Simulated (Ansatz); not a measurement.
# Field gradients against strain in KTaO$_{3}$

```xyz
5
Lattice="3.9883 0.0000 0.0000 0.0000 3.9883 0.0000 0.0000 0.0000 3.9883" Properties=species:S:1:pos:R:3 pbc="T T T"
K     1.9942    1.9942    1.9942
Ta    0.0000    0.0000    0.0000
O     1.9942    0.0000    0.0000
O     0.0000    1.9942    0.0000
O     0.0000    0.0000    1.9942
```

Atom numbers follow the list: K1, Ta2, O3, O4, O5.

The cell comes from COD entry 2102087, which wasn't checked; take it as a given geometry.

These are results of DFT, LDA, all-electron PAW with datasets made for the crystal, scalar-relativistic (Ansatz 0.2.0), not measurements.

Sampling and basis: a Γ-centred 5×5×5 k mesh, Fermi–Dirac smearing of 0.01 eV, cutoff 540 eV (chosen by the program for this cell), no spin polarisation.

The cell is scaled evenly. Fractional coordinates are held (clamped ions).

The columns are Cartesian components of the electric field gradient at the nuclei, in 10²¹ V/m².

No spin–orbit coupling: at heavy atoms the gradients can be off by tens of per cent for that reason.

Only quantities that a quadratic follows smoothly over the whole series are listed; rougher ones are left out.

| ln(V/Vcell) | Vzz at O3 |
| --- | --- |
| -0.0408 | -0.55 |
| -0.0202 | -0.70 |
| -0.0101 | -0.77 |
| 0.0000 | -0.84 |
| 0.0198 | -0.98 |

(1) Fit the series and give the gradient–strain slopes.

(2) One run, at ln(V/Vcell) = 0.0100, is withheld. Predict its row.

Answers

(1) Least-squares fits y = p0 + p1 x + p2 x² to the rows give Vzz at O3: p1 = -7.03, p2 = 2.6. The slopes p1 are in 10²¹ V/m² per unit strain, for clamped ions.

(2) The fits give -0.91; the run gave -0.91.
